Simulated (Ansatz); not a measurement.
## Magnetic orders of Co3AuC

Computed with Ansatz 0.2.0, DFT PBE, scalar-relativistic, plane waves, PAW.

```xyz
5
Lattice="3.8417 0.0000 0.0000 0.0000 3.8417 0.0000 0.0000 0.0000 3.8417" Properties=species:S:1:pos:R:3 pbc="T T T"
Au    0.0000    0.0000    0.0000
C     1.9208    1.9208    1.9208
Co    1.9208    1.9208    0.0000
Co    1.9208    0.0000    1.9208
Co    0.0000    1.9208    1.9208
```

- plane-wave cutoff: 420 eV
- Γ-centred k-mesh: 10×10×10
- occupation rule: Gaussian smearing, 0.1 eV
- list of starting moments (μB, in atom order): 0 0 2 2 2
- check for lower electronic states after the SCF: off

All runs keep this geometry, which stands near equilibrium for the lowest state (largest force there 0.000 eV/Å, pressure 0.0 GPa; forces reach 0.28 eV/Å in another state) and needn't be a stable compound; relaxing each order would shift the differences by some 6 meV/atom, going by the pressures and a bulk modulus of about 150 GPa. Signs run over the atoms with starting moments. A propagation vector, in units of the reciprocal vectors, doubles the cell, which takes an equally dense mesh. The large starts are 0 0 3.5 3.5 3.5 μB. The small starts are 0 0 0.5 0.5 0.5 μB. Site moments are spin moments in atom-centred spheres that scale with the neighbour distance. The states are those that the runs reached from these starts; a lower one can exist.

```tsv
start	ends	energy above lowest (meV/atom)	site moments (μB)	gap on mesh (eV)	P (GPa)
no spin	non-magnetic	74.1	none over 0.05	metal	-5.1
ferromagnetic	ferromagnetic	0.00	Au +0.10, Co +1.31 (×3)	metal	0.0
large parallel starting moments	ferromagnetic	0.00	Au +0.10, Co +1.31 (×3)	metal	0.0
ferrimagnetic in the cell, signs ++-	ferromagnetic	0.00	Au +0.10, Co +1.31 (×3)	metal	0.0
antiferromagnetic, doubled cell, propagation vector (0, 0, 1/2)	antiferromagnetic	21.0	Co +0.96, Co +1.19 (×2), Co -0.96, Co -1.19 (×2)	metal	-0.9
antiferromagnetic, doubled cell, propagation vector (0, 1/2, 1/2)	antiferromagnetic	30.4	Co +1.12 (×2), Co +0.96, Co -1.12 (×2), Co -0.96	metal	-1.1
antiferromagnetic, doubled cell, propagation vector (1/2, 1/2, 1/2)	antiferromagnetic	20.9	Co +1.07 (×3), Co -1.07 (×3)	metal	-1.2
small parallel starting moments	ferromagnetic	0.00	Au +0.10, Co +1.31 (×3)	metal	0.0
```

Cost: 8 runs of about 21 core-minutes in all, on Arm Neoverse V1 (shared hosts).